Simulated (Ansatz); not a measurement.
This cell of BaTiO$_{3}$ (cubic perovskite) is off equilibrium:

```xyz
5
Lattice="3.9940 0.0000 0.0000 0.0000 3.9940 0.0000 0.0000 0.0000 3.9940" Properties=species:S:1:pos:R:3 pbc="T T T"
Ba     0.0000     0.0000     0.0000
Ti     1.9970     1.9970     1.9970
O      0.0000     1.9970     1.9970
O      1.9970     1.9970     0.2000
O      1.9970     0.0000     1.9970
```

Method: r2SCAN (plane waves to 500 eV, PAW, scalar-relativistic; Ansatz, a first-principles code). k mesh 7×7×7 (Γ-centred), Fermi-Dirac smearing 0.05 eV. E stands for the smeared free energy. Compression counts positive. BaTiO3 is run without spin polarisation. BaTiO3 was relaxed with its symmetry unable to fall. This is a high-temperature form of BaTiO3.

Question: Predict the force on every atom, in eV/Å.

Answer: 
```csv
atom,Fx,Fy,Fz
Ba1,0.000,0.000,0.258
Ti2,0.000,0.000,-0.381
O3,0.000,0.000,0.910
O4,0.000,0.000,-1.696
O5,0.000,0.000,0.910
```

Question: Give the stress tensor in GPa and the pressure.

Answer: 
```
   1.57     0.00     0.00
   0.00     1.57     0.00
   0.00     0.00     6.34
```
The pressure, a third of the trace, is 3.16 GPa.

Question: In it atom 4 sits (0.000, 0.000, 0.200) Å away from its relaxed site. What is its energy relative to the relaxed cell?

Answer: 134.8 meV/cell.

(For displaced atoms, the force is minus the slope of the energy, and its curvature is a force constant, which sets phonon frequencies.)
